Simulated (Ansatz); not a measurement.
A trial cell of Al3GaAs4, before relaxation:

Space group P-4m2 (No. 115). a = 3.846 Å, b = 3.846 Å, c = 10.878 Å, α = 90.00°, β = 90.00°, γ = 90.00°
```json
{"atom": "Al", "site": "2f", "symmetry": "2mm.", "x": "0.5000", "y": "0.5000", "z": "0.2500"}
{"atom": "Al", "site": "1d", "symmetry": "-4m2", "x": "0.0000", "y": "0.0000", "z": "0.5000"}
{"atom": "Ga", "site": "1a", "symmetry": "-4m2", "x": "0.0000", "y": "0.0000", "z": "0.0000"}
{"atom": "As", "site": "2g", "symmetry": "2mm.", "x": "0.5000", "y": "0.0000", "z": "0.3750"}
{"atom": "As", "site": "2g", "symmetry": "2mm.", "x": "0.5000", "y": "0.0000", "z": "0.8750"}
```

Method: DFT PBE, scalar-relativistic, plane waves, PAW in Ansatz 0.2.0. Cutoff 420 eV, Gaussian smearing, Γ-centred meshes. Cell and atoms relax first on a coarse mesh and then on a converged one. In between, the cell is made exact in the group found at 0.06 Å. The steps can't lower the symmetry of their start. No spin polarisation.

A guess keeps its type if space group and coordination stay and the shape of the cell changes little (axis ratios within about 15 %, angles within 6°); the volume may change.

Question: Does this structure survive the relaxation?

Answer: It keeps its type. The symmetry stays P-4m2 (No. 115). The volume per atom grows by 17.1 %, from 20.1 to 23.6 Å³. The shortest distance goes from 2.36 Å (Al–As and Ga–As) to 2.48 Å (Al–As). The ratio c/a of the conventional cell changes by a factor of 1.00. Counting neighbours within 15 % of an atom's shortest distance, the start has Al 4, As 4, Ga 4 and the end Al 4, As 4, Ga 4.

Formation energies are uncorrected and refer to the elements' standard structures at the same level.

Question: At what energy does it end?

Answer: −0.452 eV/atom. Whether it is stable depends on the other phases of the system, which aren't compared here.

The last run used an 8×8×4 mesh (in the run's order of axes) for its 8-atom cell and Gaussian smearing of 0.02 eV. The reference form of As is held partly by dispersion forces, which this level lacks. Symmetry constrained the relaxation, so the result can be a saddle point.
